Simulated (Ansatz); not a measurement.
**Al3BAs2: start and end of a relaxation**

Recipe of this trial structure of Al3BAs2: random cell by space group and Wyckoff sites (P-4m2, No. 115). Its size is a rough estimate.

start.cif

```cif
data_structure
_symmetry_space_group_name_H-M 'P-4m2'
_symmetry_Int_Tables_number 115
_cell_length_a 3.9307
_cell_length_b 3.9307
_cell_length_c 7.4427
_cell_angle_alpha 90.000
_cell_angle_beta 90.000
_cell_angle_gamma 90.000
_cell_volume 114.99
loop_
_atom_site_label
_atom_site_type_symbol
_atom_site_symmetry_multiplicity
_atom_site_Wyckoff_symbol
_atom_site_fract_x
_atom_site_fract_y
_atom_site_fract_z
_atom_site_occupancy
Al1 Al 2 g 0.00000 0.50000 0.68165 1
Al2 Al 1 b 0.50000 0.50000 0.00000 1
B1 B 1 d 0.00000 0.00000 0.50000 1
As1 As 2 f 0.50000 0.50000 0.66193 1
```

Method: Ansatz, DFT PBE, scalar-relativistic, plane waves, PAW. Cutoff 420 eV, Gaussian smearing, Γ-centred meshes. Cell and atoms relax first on a coarse mesh and then on a finer one. In between, the cell is made exact in the group found at 0.06 Å. In metals the finer mesh still leaves noise of several meV/atom or more. The steps can't lower the symmetry of their start. No spin polarisation.

end.cif

```cif
data_structure
_symmetry_space_group_name_H-M 'P-4m2'
_symmetry_Int_Tables_number 115
_cell_length_a 3.8726
_cell_length_b 3.8726
_cell_length_c 9.5110
_cell_angle_alpha 90.000
_cell_angle_beta 90.000
_cell_angle_gamma 90.000
_cell_volume 142.63
loop_
_atom_site_label
_atom_site_type_symbol
_atom_site_symmetry_multiplicity
_atom_site_Wyckoff_symbol
_atom_site_fract_x
_atom_site_fract_y
_atom_site_fract_z
_atom_site_occupancy
Al1 Al 2 g 0.00000 0.50000 0.59275 1
Al2 Al 1 b 0.50000 0.50000 0.00000 1
B1 B 1 d 0.00000 0.00000 0.50000 1
As1 As 2 f 0.50000 0.50000 0.75597 1
```

The symmetry stays P-4m2 (No. 115). The volume per atom grows by 24.0 %, from 19.2 to 23.8 Å³. The shortest distance goes from 1.97 Å (Al–As) to 2.13 Å (Al–B). The ratio c/a of the conventional cell changes by a factor of 1.30. The energy falls by about 1.4 eV/atom (the start's value is from the coarse mesh).

| Quantity | Value |
| --- | --- |
| Volume per atom | 23.77 Å³ |
| Density | 2.81 g/cm³ |
| Energy over the elements | +0.45 eV/atom |
| Gap on the 10×10×4 mesh of the 6-atom cell | 0 eV (a metal) |

Formation energies are uncorrected and refer to the elements' standard structures at the same level. It can't be a ground state, since the elements alone are lower.

The last run used Gaussian smearing of 0.10 eV. The reference form of As is held partly by dispersion forces, which this level lacks. Symmetry constrained the relaxation, so the result can be a saddle point. In all, the 3 runs took 4 min on 1 thread of Intel(R) Xeon(R) Processor @ 2.70GHz, with other jobs on the host. Another cell of Al3BAs2 relaxed alike, in P-3m1, lies 0.39 eV/atom lower, so this cell isn't the stable form at this level.
